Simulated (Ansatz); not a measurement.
ZnS (zinc blende)

```xyz
2
Lattice="0.0000 2.7217 2.7217 2.7217 0.0000 2.7217 2.7217 2.7217 0.0000" Properties=species:S:1:pos:R:3 pbc="T T T"
S      4.0826     4.0826     4.0826
Zn     0.0000     0.0000     0.0000
```

Equation-of-state scan: isotropic scaling of the cell above, V₀ being its volume. Symmetry pins the atoms to their sites.

The numbers are results of PBE (plane waves to 420 eV, PAW, scalar-relativistic; Ansatz, a first-principles code), not measurements. k mesh 10×10×10 (Γ-centred), Fermi-Dirac smearing 0.05 eV. E stands for the smeared free energy. Compression counts positive. ZnS was relaxed with its symmetry unable to fall. ΔE is measured from the relaxed starting cell.

```
V (Å³/atom)  ΔE (meV/atom)
-----------  -------------
16.936               153.5
17.474            withheld
18.011                61.1
18.549                32.6
19.087                13.8
19.624                 3.3
20.162                 0.0
20.700                 2.9
21.237                11.3
21.775                24.3
22.312                41.3
22.850                61.8
23.388                85.3
```

Fit a third-order Birch-Murnaghan form (E₀, V₀, B₀, B₀′ free) to the given rows and predict ΔE at V = 17.474.

Least squares on the 12 given rows: ΔE = E₀ + (9V₀B₀/16)·y²·[2 + (B₀′ − 4)y], y = (V₀/V)^(2/3) − 1, with V₀ = 20.164 Å³/atom, B₀ = 69.40 GPa (160.2 GPa = 1 eV/Å³; the term in eV is multiplied by 1000), B₀′ = 4.44, E₀ = 0.02 meV/atom; root-mean-square residual 0.03 meV/atom. At 17.474 the fit gives 100.8 meV/atom; the calculation gives 100.8 meV/atom, the same to the digits shown. For the pressure the fit gives 13.7 GPa against the computed 13.7 GPa.

(Under strain, the slope of the energy per volume gives the stress and its curvature an elastic modulus.)
